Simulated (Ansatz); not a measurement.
Molecular dynamics on a 2×2×1 supercell (16 atoms) of TlSbS2 (ordering on rocksalt), relaxed with r2SCAN. Forces come from r2SCAN in the plane-wave code Ansatz: Langevin thermostat and barostat (NPT), 600 K, steps of 1.5 fs. Classical nuclei, no spin polarisation; a few dozen steps show the first response, not equilibrium. The structure comes from a prototype and may be hypothetical.

```yaml
crystal:
  lattice:
    - [8.1766688619, 0.0, 0.0]
    - [0.0, 8.1766688619, 0.0]
    - [0.0, 0.0, 5.7916131716]
  atoms:
    - { symbol: Tl, position: [0.0, 0.0, 0.0] }
    - { symbol: S, position: [0.0, 0.0, 0.5] }
    - { symbol: Sb, position: [0.25, 0.25, 0.5] }
    - { symbol: S, position: [0.25, 0.25, 0.0] }
    - { symbol: Tl, position: [0.0, 0.5, 0.0] }
    - { symbol: S, position: [0.0, 0.5, 0.5] }
    - { symbol: Sb, position: [0.25, 0.75, 0.5] }
    - { symbol: S, position: [0.25, 0.75, 0.0] }
    - { symbol: Tl, position: [0.5, 0.0, 0.0] }
    - { symbol: S, position: [0.5, 0.0, 0.5] }
    - { symbol: Sb, position: [0.75, 0.25, 0.5] }
    - { symbol: S, position: [0.75, 0.25, 0.0] }
    - { symbol: Tl, position: [0.5, 0.5, 0.0] }
    - { symbol: S, position: [0.5, 0.5, 0.5] }
    - { symbol: Sb, position: [0.75, 0.75, 0.5] }
    - { symbol: S, position: [0.75, 0.75, 0.0] }
kpoints:
  mp_grid: { grid: [2, 2, 2] }
hamiltonian:
  xc: r2scan
scf:
  occupations: { method: fermi_dirac, width: 0.052 }
md:
  ensemble: npt_langevin
  temperature: 600
  timestep: 1.5
  n_steps: 20
  initial_velocities: maxwell_boltzmann
  seed: 8964
```

Run as `ansatz run input.yaml --threads 4 --pin off --max-ram 3686MiB --backend cpu --events-out ev --progress --plain --runs-dir out`. It took 7.3 min on 4 threads of Arm Neoverse N1, with other jobs on the host; peak host memory 2.2 GiB.

| step | t (fs) | T (K) | free energy F from step 0 (meV/atom) | kinetic energy (meV/atom) | pressure (GPa) | volume (Å³/atom) | largest force (eV/Å) |
| --- | --- | --- | --- | --- | --- | --- | --- |
| 0 | 0 | 562 | 0.0 | 72.7 | 0.50 | 24.20 | 0.00 |
| 1 | 1.5 | 528 | 0.0 | 68.3 | 0.49 | 24.20 | 0.07 |
| 2 | 3 | 533 | -0.1 | 68.9 | 0.50 | 24.20 | 0.15 |
| 3 | 4.5 | 535 | -0.1 | 69.2 | 0.51 | 24.20 | 0.21 |
| 4 | 6 | 519 | -0.2 | 67.1 | 0.51 | 24.20 | 0.28 |
| 5 | 7.5 | 511 | -0.4 | 66.1 | 0.54 | 24.20 | 0.35 |
| 6 | 9 | 495 | -0.7 | 63.9 | 0.56 | 24.20 | 0.42 |
| 7 | 10.5 | 512 | -1.1 | 66.2 | 0.62 | 24.19 | 0.51 |
| 8 | 12 | 491 | -1.5 | 63.5 | 0.68 | 24.18 | 0.58 |
| 9 | 13.5 | 519 | -2.0 | 67.1 | 0.79 | 24.16 | 0.66 |
| 10 | 15 | 546 | -2.5 | 70.5 | 0.90 | 24.14 | 0.74 |
| 11 | 16.5 | 580 | -3.2 | 75.0 | 1.03 | 24.12 | 0.84 |
| 12 | 18 | 596 | -4.0 | 77.0 | 1.14 | 24.10 | 0.94 |
| 13 | 19.5 | 637 | -4.8 | 82.3 | 1.28 | 24.08 | 1.03 |
| 14 | 21 | 630 | -5.8 | 81.5 | 1.38 | 24.07 | 1.11 |
| 15 | 22.5 | 689 | -7.1 | 89.1 | 1.54 | 24.05 | 1.19 |
| 16 | 24 | 687 | -8.6 | 88.8 | 1.68 | 24.04 | 1.25 |
| 17 | 25.5 | 683 | -10.3 | 88.3 | 1.82 | 24.02 | 1.28 |
| 18 | 27 | 676 | -12.2 | 87.4 | 1.95 | 24.01 | 1.30 |
| 19 | 28.5 | 677 | -14.4 | 87.5 | 2.08 | 24.01 | 1.29 |
| 20 | 30 | 694 | -16.9 | 89.7 | 2.23 | 24.01 | 1.27 |

The temperature starts at 562 K, is lowest at step 8 (491 K, 12 fs) and ends at 694 K.

Positions (Å) and forces (eV/Å) at step 20:
```
cell (Å): 8.155 0.000 0.000; 0.000 8.155 0.000; 0.000 0.000 5.776
Tl  -0.106  -0.032   0.004     0.022   0.142  -0.086
S    0.034  -0.047   2.879     0.006  -0.544   0.002
Sb   1.999   2.016   2.982     0.208   0.116   1.007
S    2.141   1.986  -0.276    -0.452   0.269  -1.158
Tl   0.075   4.067   0.059    -0.353   0.003   0.140
S    0.050   4.018   3.011     0.034   0.524  -0.521
Sb   2.019   6.127   2.883    -0.326  -0.002   1.121
S    1.966   6.130  -0.214     0.223   0.073  -0.930
Tl   4.042   0.035  -0.006     0.284  -0.333  -0.060
S    4.218   0.182   2.859     0.319  -0.114   0.075
Sb   6.070   2.068   2.890    -0.188   0.042   0.196
S    6.143   2.066  -0.080    -0.303   0.001  -0.117
Tl   4.080   4.119  -0.030     0.171   0.127  -0.020
S    4.128   3.940   2.857     0.108  -0.126   0.058
Sb   6.192   6.132   2.760    -0.068   0.061   0.111
S    6.055   6.172  -0.053     0.315  -0.238   0.182
```

Overlapping bands make a metal at that level, for which these meshes are coarse; small forces, stresses and energy differences are uncertain. A small overlap in a semilocal functional can be an artefact that a hybrid or GW lifts.
